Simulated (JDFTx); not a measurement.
System: Ge(111) (Fd-3m bulk; lattice of mp-32, not re-optimised at this level), (1×1) cell of 4 atoms in 4 planes, area 13.94 Å² a face, 4.1 Å between the outermost planes in a cell 23.1 Å high; k mesh 6×6×1, Fermi width 0.003 Ha, no spin polarisation. Both faces carry H (1.00 monolayer).

Level of theory: PBE, GBRV ultrasoft potentials, plane waves to 20/100 Ha; code: a modified build of JDFTx. Every dangling bond of both faces is capped, first by H, then by another group, relaxed in vacuum within this cell and the start's symmetry. The exchange energy is per site, for replacing H by the other cap, each cap being drawn from gas molecules at the same level (H: ½ E(H2); CH3: E(CH4) − ½ E(H2); Cl: E(HCl) − ½ E(H2)). In reaction energies these potentials put H₂ about 0.03 eV too high against large-basis PBE. Liquid: CANDLE, water, 1 M NaCl; edges there are measured from the bulk electrolyte. These are Kohn-Sham edges of the slab on its k mesh, not quasiparticle energies; surface states and confinement enter them. Energies are static: no zero-point or thermal terms. Spin-orbit coupling is left out, which can move the edges for the heavier elements here.

| cap | exchange energy (eV) | valence edge, vacuum (eV) | conduction edge, vacuum (eV) | valence edge, liquid (eV) | conduction edge, liquid (eV) |
|---|---|---|---|---|---|
| H | 0 | -4.51 | -3.74 | -4.29 | -3.52 |
| CH3 | 0.56 | -3.65 | -2.98 | -3.45 | -2.78 |
| Cl | ? | ? | ? | ? | ? |

### Question
Complete the blanks.

### Answer

- Cl, exchange energy (eV): -0.41
- Cl, valence edge, vacuum (eV): -5.88
- Cl, conduction edge, vacuum (eV): -5.38
- Cl, valence edge, liquid (eV): -5.78
- Cl, conduction edge, liquid (eV): -5.28
